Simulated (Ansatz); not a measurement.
Li$_{2}$MgNb$_{4}$O$_{12}$:
```xyz
19
Lattice="-5.1654 0.0000 0.0000 -2.5882 2.1067 8.5243 -2.5687 4.8883 0.0000" Properties=species:S:1:pos:R:3 pbc="T T T"
Li    -5.1608     2.8865     0.9759
Li    -7.7557     4.6910     3.0918
Mg    -2.5919     1.4369     5.1274
Nb    -7.7430     5.2503     6.4975
Nb    -2.5791     1.7737     2.0471
Nb    -5.1980     3.4902     4.2890
Nb   -10.3037     6.9861     8.5101
O     -4.1720     4.5695     5.8044
O     -4.2227     0.9643     1.6347
O     -6.6796     4.8667     4.8978
O     -1.5100     1.2727     0.6629
O     -8.6684     6.1536     8.0865
O     -3.5111     2.7266     3.8490
O     -7.2061     3.8840     7.5892
O     -4.5514     5.3826     3.3328
O     -5.8837     2.1691     5.3981
O     -3.2287     3.5718     1.1956
O     -6.0795     6.5030     6.9368
O     -6.1681     3.1007     2.7319
```

Relaxed with r²SCAN.

Question: Map the electron localisation function on the plane through (0.746, 0.762, 0.746) spanned by u = [1, 1, 0] and v = [1, -1, 1] in lattice vectors, from r²SCAN (plane waves, PAW; program Ansatz).

Answer: x is the fraction of u, y of v (the angle between them is 103°; rows are the nearest grid lines); atoms in the plane: Li at (0.14, 0.79), Mg at (0.14, 0.30), Nb at (0.00, 0.00), Nb at (0.99, 0.51), O at (0.29, 0.24), O at (0.30, 0.74).
```
| +%=:#%%#*. .+%##%#= .=+=-.  -#%**%+-#= |
|##=.=#%##=. :*####=.  ....:: .+###+.-###|
|+-. -*##+:  .-+**=.      :-:  .=+=: .=*+|
|--:                 ::.  ...::.     .::-|
|*=:  #@#  =*##*+.  :+=. .=#%%#*:   .-+**|
|.   #@@* +%%*#%#-  .:.  =#%%%#*:    .::.|
|    :%%  #%*:+%#-       =#%%%#+.        |
|        -#%##%#=.       :=++=:          |
|        .-+=:..                 .::.    |
|=-.        .--:.-+=:   .::.   :*###*. -=|
|%#+.  .--. :--:=##*=  .-==-.  +#%%%*.=#%|
|.*%- =###+. .:*%%%#+ .=***=. -#%++#+-#-.|
|*#+ -####+. :*#%%#*: .=+=:.. :#%#%#:+#**|
|:.  :+**+:   :=++-      .:-:  :=++: .:-:|
|:-: .:::.      ..        ::.    ..   .::|
|#*-  --:  .---:    .-:.  .-+##=.   .=*##|
|+- .=::= :#%%%#+.  .-:  :*%%%%#+   :=**+|
|    -==..%%+-#%*.      .+#%%%%*.    ..  |
|     .  =%#==#%+.      .=##%##-         |
|        =#%%#+:         .::::           |
|   ..    ....:. ...            -*#*=.   |
|**=.  :--. :-::=##*-  .:::.  .+%%%%#-.=*|
|###- :+**: .::=#%%#+  :===:  :#%#+##:=##|
| +%=:#%%#*. .+%##%#= .=+=-.  -#%**%+-#= |
```
Scale: ten equal steps from 0.004 (start of ' ') to 0.996 (end of '@'), in the order ' .:-=+*#%@'; x runs from 0.000 to 1.00, y from 0.000 (bottom) to 1.00 (top).

The density is the valence pseudo-density with augmentation charge, so density and ELF within about 1 Å of a nucleus are not all-electron values.

Space group P1. The start of the workflow was typed in or built on a structure type; neither database checked (COD, Materials Project) lists it. Whether it is the stable phase at ambient conditions was not checked. The r²SCAN relaxation kept the symmetry of its start; its stability against distortions is not shown here. The run is not spin-polarised.

Potentials: the later of the program's two PAW sets.
